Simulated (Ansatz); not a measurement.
Input:

InCu:
Space group P6₃/mmc (No. 194); a = b = 4.0949 Å, c = 4.8389 Å, α = β = 90.00°, γ = 120.00°

```tsv
atom	site	symmetry	x	y	z
In	2c	-6m2	0.3333	0.6667	0.2500
Cu	2a	-3m.	0.0000	0.0000	0.0000
```

This is the LDA-relaxed structure.

Q: All from plane-wave PAW LDA (Ansatz code), unless another level is named. Estimate the formation energy from the elements (no fitted shifts).

A: 0.027 eV/atom.

Q: What about the density of states at the Fermi level?

A: 0.44 states/eV per atom (mean over ±0.08 eV).

Space group P6_3/mmc (NiAs type). The workflow started from a Materials Project entry (that database holds measured and hypothetical structures alike); the Crystallography Open Database copy checked does not list it. Whether it is the stable phase at ambient conditions was not checked. Symmetry was held in the LDA relaxation; its stability against distortions is not shown here. No spin polarisation was allowed. Axis ratios of metals converge slowly with the k-mesh, so a and c are less sure than the volume. The references are the lowest solids computed at this level, not always the standard phases. Spin–orbit coupling is left out wherever it is not named.

Potentials: the later of the program's two PAW sets.
